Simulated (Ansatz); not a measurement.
The relaxed structure here is a generated cell of Si2Mo: the first start was made by a random draw of sites in a space group, and the end was not matched to a known phase here, so it may be hypothetical. Known forms of Si2Mo include space group No. 139.

One stationary structure of Si2Mo. Computed with PBE (plane waves to 420 eV, PAW, scalar-relativistic; Ansatz, an electronic-structure program).

```xyz
9
Lattice="5.2599 0.0000 0.0000 -2.6299 4.5552 0.0000 0.0000 0.0000 7.5150" Properties=species:S:1:pos:R:3 pbc="T T T"
Mo     0.0000     0.0000     3.7575
Mo     0.0000     3.0368     1.8324
Mo     2.6299     1.5184     5.6827
Si     2.6299     0.0000     3.7575
Si    -1.3150     2.2776     3.7575
Si     1.3150     2.2776     3.7575
Si     2.6299     0.0000     0.0000
Si    -1.3150     2.2776     0.0000
Si     1.3150     2.2776     0.0000
```

**Question.** Find the space group and the Wyckoff positions (tolerance 0.01 Å).

**Answer.** Space group P-3m1 (No. 164); a = b = 5.260 Å, c = 7.515 Å, α = β = 90.00°, γ = 120.00°

```tsv
atom	site	symmetry	x	y	z
Mo	1b	-3m.	0.0000	0.0000	0.5000
Mo	2d	3m.	0.3333	0.6667	0.2438
Si	3f	.2/m.	0.5000	0.5000	0.5000
Si	3e	.2/m.	0.0000	0.5000	0.0000
```

**Question.** Give the shortest distances between elements (the closest pairs, up to four, under 3.6 Å).

**Answer.** Mo–Si 2.38 Å; Si–Si 2.63 Å; Mo–Mo 3.60 Å.

```yaml
volume_per_atom: 20.01 Å³
density: 4.21 g/cm³
band_gap: zero (metallic)
```

No spin polarisation in the result.

The run could not lose the symmetry of its start: the end is stationary, and may be a saddle point rather than a minimum.
